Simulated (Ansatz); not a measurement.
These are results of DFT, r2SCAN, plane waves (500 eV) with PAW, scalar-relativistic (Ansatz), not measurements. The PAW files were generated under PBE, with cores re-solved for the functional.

An element in the diamond structure gives this curve. The cell is scaled uniformly from the relaxed one, with fractional coordinates and shape fixed. Energies are extrapolated to zero smearing, pressures are those at the given smearing. Magnetic state: non-magnetic.

| V (Å³/atom) | E − E₀ (meV/atom) | P (GPa) |
| --- | --- | --- |
| 17.448 | 202.6 | 30.75 |
| 18.241 | 82.9 | 18.13 |
| 19.034 | 19.1 | 8.06 |
| 19.827 | 0.0 | 0.04 |
| 20.620 | 16.3 | -6.36 |
| 21.413 | 61.0 | -11.44 |
| 22.206 | 128.2 | -15.45 |

(1) Which element is it?
A. copper
B. osmium
C. manganese
D. ruthenium

## Answers

(1) D. Its fit is V₀ = 19.83 Å³/atom, B₀ = 178 GPa, B₀′ = 4.7.
